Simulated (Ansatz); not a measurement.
Sn4As3 in space group R-3m (No. 166; Sn on 6c, Sn on 6c, As on 6c, As on 3b), plane-wave PAW PBE (Ansatz code), all energies at zero smearing, with the estimated change up to a 700 eV cutoff added, with one set of potentials and settings (totals compare only within such a set). Cell of 7 atoms (4 Sn, 3 As): -38665.778 eV.

```json
[
 {"element": "Sn", "reference phase": "Fd-3m, 2 atoms in the cell", "E (eV/atom)": "-6024.2128"},
 {"element": "As", "reference phase": "R-3m, 2 atoms in the cell", "E (eV/atom)": "-4856.1377"}
]
```

Formation energy per atom, worked out: (-38665.778 − 4×(-6024.2128) − 3×(-4856.1377))/7 = -0.073 eV/atom (-7 kJ per mol of atoms), at 0 K, without zero-point energy or fitted corrections.

The first step of the workflow began from a Materials Project structure, measured or hypothetical; the Crystallography Open Database files this formula in space group No. 166, but the cells were not matched. Whether it is the stable phase at ambient conditions was not checked. The PBE relaxation kept the symmetry of its start; its stability against distortions is not shown here. The references are the lowest solids computed at this level, not always the standard phases. Scalar-relativistic: spin–orbit coupling is off unless named, which matters more the heavier the elements.

Potentials: the later of the program's two PAW sets.
